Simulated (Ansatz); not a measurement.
Starting cell, TiSi2 (C54 type, space group Fddd):

```xyz
6
Lattice="0.0000 4.1148 4.2603 2.3896 0.0000 4.2603 2.3896 4.1148 0.0000" Properties=species:S:1:pos:R:3 pbc="T T T"
Si     2.3896     5.4523     4.2603
Si     2.3896     2.7772     4.2603
Si     3.5844     4.8346     6.3904
Si     3.5844     7.5097     6.3904
Ti     0.0000     0.0000     0.0000
Ti     1.1948     2.0574     2.1301
```

Scan: atom 1 (Si, nearest neighbour Si at 2.519 Å; its periodic images, 4.8 Å or more away, move with it) is displaced along Cartesian z, direction (0.000, 0.000, 1.000) in Cartesian axes, by s. The other atoms stay.

The numbers are results of r2SCAN (plane waves to 500 eV, PAW, scalar-relativistic; Ansatz, an electronic-structure program), not measurements. k mesh 10×10×10 (Γ-centred), Fermi-Dirac smearing 0.05 eV. Energies are smeared free energies. Left out: 2 of 11 points, with atoms too close for the PAW data. With partly filled bands, energies and forces of such displacements shift with the k mesh and the smearing. TiSi2 is run without spin polarisation. TiSi2 was relaxed with its symmetry unable to fall. ΔE is measured from the undisplaced structure. The last digit holds for this mesh only.

```
s (Å)   ΔE (meV/cell)
------  -------------
-0.608         2585.8
-0.456       withheld
-0.304          544.4
-0.152          129.4
0.000             0.0
0.152           129.4
0.304           544.4
0.456        withheld
0.608          2585.8
```

**Question.** Fit an even polynomial form (powers 2, 4, 6) to the given rows and predict ΔE at s = -0.456.

**Answer.** Least squares on the 7 given rows: ΔE = (5503)·s² + (4251)·s⁴ + (-580.0)·s⁶, in meV/cell with s in Å; root-mean-square residual 0.04 meV/cell. At -0.456 the fit gives 1322.9 meV/cell; the calculation gives 1324.1 meV/cell, so the interpolation is off by -1.2 (-0.1 %). The quadratic term alone would give 1144.3 meV/cell.

(For displaced atoms, the force is minus the slope of the energy, and its curvature is a force constant, which sets phonon frequencies.)
